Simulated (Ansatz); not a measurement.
# CsCrOs3, a known structure type with other elements, at an estimated volume

```yaml
crystal:
  lattice:
    - [3.30552, 5.72534, 0.00000]
    - [-3.30552, 5.72534, 0.00000]
    - [0.00000, 0.00000, 5.66836]
  atoms:
    - { symbol: Os, position: [0.16140, 0.67720, 0.27150] }
    - { symbol: Os, position: [0.32280, 0.83860, 0.77150] }
    - { symbol: Os, position: [0.16140, 0.16140, 0.27150] }
    - { symbol: Os, position: [0.83860, 0.32280, 0.77150] }
    - { symbol: Os, position: [0.67720, 0.16140, 0.27150] }
    - { symbol: Os, position: [0.83860, 0.83860, 0.77150] }
    - { symbol: Cr, position: [0.00000, 0.00000, 0.99540] }
    - { symbol: Cr, position: [0.00000, 0.00000, 0.49540] }
    - { symbol: Cs, position: [0.33330, 0.33340, 0.75000] }
    - { symbol: Cs, position: [0.66660, 0.66670, 0.25000] }
```

The numbers come from plane-wave PAW DFT (Ansatz): r2SCAN, no spin polarisation, 500 eV, 6×6×6 Γ-centred k points, fermi-dirac occupations (width 0.1 eV). Nothing was relaxed.

(1) What do density and ELF say about some of the short contacts?

(2) Is it stable against the elements?

(3) What happens at the Fermi level?

(4) Which element gives electrons and which takes them?

Origin: a known structure type with other elements, at an estimated volume, so it need not be a known compound. Caveats: no spin polarisation, so a magnetic state may lie lower.

## Answers

(1) Os–Cr at 2.24 Å: least valence density 0.82 e/Å³ and ELF 0.32 there. Cs–Os at 3.31 Å: least valence density 0.15 e/Å³ and ELF 0.11 there. These are pseudo-fields; inside the PAW spheres they differ from the all-electron ones.

(2) 2.15 eV an atom against the elements' usual phases (free molecules for gases, crystals otherwise, with no correction for O₂ or N₂), so at this geometry it isn't bound against them. Relaxing would lower it.

(3) It is a metal, with about 9.6 states/eV a cell as the mean within 0.25 eV of the Fermi level, mostly Os d (71 %) and Cr d (12 %).

(4) Bader charges in e: Cs +0.57, Cr +0.77, Os -0.45. In the mean Cr gives up most and Os takes most.
